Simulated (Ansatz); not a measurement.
IrW in space group Pmma (No. 51; Ir on 2f, W on 2e) at seven volumes, the program Ansatz at the LDA level (PAW), shape and atoms relaxed at each. One row is withheld.

| V (Å³/atom) | P (GPa) |
|---|---|
| 13.173 | ? |
| 13.607 | 26.87 |
| 14.041 | 12.32 |
| 14.476 | 0.00 |
| 14.910 | -10.40 |
| 15.344 | -19.17 |
| 15.779 | -26.53 |

Problem. Fit the shown pressures and predict the withheld one.

Solution. P = (3/2)B₀(x^(7/2) − x^(5/2))[1 + (3/4)(B′ − 4)(x − 1)] with x = (V₀/V)^(2/3). Least squares on the six rows gives V₀ = 14.475 Å³/atom, B₀ = 376 GPa, B′ = 4.65. At V = 13.173, x = 1.0649 and P = 44.15 GPa. The run itself gave 44.08 GPa.

The workflow started from a Materials Project entry (that database holds measured and hypothetical structures alike); the Crystallography Open Database files this formula in space group No. 51, but the cells were not matched. Its standing as an ambient phase is unchecked. The cell was relaxed with LDA under the symmetry of its start; of distortions, only those at the zone centre were tested. The run is not spin-polarised. Spin–orbit coupling is left out wherever it is not named.

Potentials: the later of the program's two PAW sets.
